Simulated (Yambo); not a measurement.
Yambo input for LiHF2 (space group R-3m, No. 166) (a = b = c = 4.7162 Å, α = β = γ = 36.94°), on PBEsol (pw.x of Quantum ESPRESSO, ONCV potentials, without SOC) wavefunctions on a 16×16×16 mesh:

```
optics
chi
dipoles
kernel
FFTGvecs= 40 Ry
Chimod= "HARTREE"
NGsBlkXd= 4 Ry
% QpntsRXd
 1 | 1 |
%
% BndsRnXd
 1 | 27 |
%
GrFnTpXd= "R"
% EnRngeXd
 0.0 | 20.0 | eV
%
% DmRngeXd
 0.2 | 0.2 | eV
%
CGrdSpXd= 50
ETStpsXd= 161
% LongDrXd
 1.0 | 0.0 | 0.0 |
%
% XfnQP_E
 4.567 | 1.0 | 1.0 |
%
```

First lines of the file o-*.eps_q1_inv_rpa_dyson:

```
Absorption @ Q(1):   1.00000000     0.00000000     0.00000000    [q->0 direction]
#
# [ X ] Hartree size     :   35
# [GEN] GF Energies     : Perdew, Burke & Ernzerhof SOL(X)+Perdew, Burke & Ernzerhof SOL(C)+ user defined corrections @E
# [GEN] Green`s Function     : Retarded
#
# [GEN] Gauge     : Length
# [GEN] [r,Vnl] included     : yes
#
#    E[1] [eV]     Im(eps)     Re(eps)     Im(eps_o)     Re(eps_o)
#
     0.000000     -0.48367E-09     1.603577     -0.88784E-21     1.646433
     0.125000     0.682197E-4     1.603598     0.741360E-4     1.646456
     0.250000     0.136479E-3     1.603662     0.148314E-3     1.646525
     0.375000     0.204817E-3     1.603769     0.222576E-3     1.646641
     0.500000     0.273272E-3     1.603918     0.296964E-3     1.646804
     0.625000     0.341885E-3     1.604110     0.371521E-3     1.647012
     0.750000     0.410696E-3     1.604345     0.446290E-3     1.647268
     0.875000     0.479743E-3     1.604623     0.521313E-3     1.647570
     1.000000     0.549069E-3     1.604945     0.596634E-3     1.647919
     1.125000     0.618714E-3     1.605309     0.672297E-3     1.648315
     1.250000     0.688719E-3     1.605718     0.748347E-3     1.648759
     1.375000     0.759128E-3     1.606170     0.824829E-3     1.649251
     1.500000     0.829982E-3     1.606666     0.901789E-3     1.649790
     1.625000     0.901327E-3     1.607207     0.979274E-3     1.650377
     1.750000     0.973206E-3     1.607792     0.001057     1.651013
     1.875000     0.001046     1.608423     0.001136     1.651698
     2.000000     0.001119     1.609099     0.001215     1.652433
     2.125000     0.001193     1.609821     0.001295     1.653217
     2.250000     0.001267     1.610589     0.001376     1.654051
     2.375000     0.001342     1.611404     0.001458     1.654937
     2.500000     0.001418     1.612266     0.001541     1.655873
     2.625000     0.001495     1.613176     0.001624     1.656861
     2.750000     0.001573     1.614134     0.001709     1.657902
     2.875000     0.001652     1.615142     0.001794     1.658996
     3.000000     0.001732     1.616199     0.001881     1.660144
     3.125000     0.001813     1.617306     0.001969     1.661346
     3.250000     0.001895     1.618464     0.002058     1.662604
     3.375000     0.001979     1.619674     0.002148     1.663917
     3.500000     0.002064     1.620936     0.002240     1.665288
     3.625000     0.002150     1.622252     0.002333     1.666716
     3.750000     0.002237     1.623622     0.002428     1.668203
     3.875000     0.002327     1.625048     0.002525     1.669750
     4.000000     0.002417     1.626529     0.002623     1.671358
```
(The file goes on to the top of the energy range.) Convergence of the RPA response with its 16×16×16 mesh was not tested. The scissor comes from a G0W0 run whose convergence isn't established.

Geometry relaxed with PBE+D3(BJ).

The structure is a Materials Project entry; no match was found in the copy of COD used, and its stability was not checked.
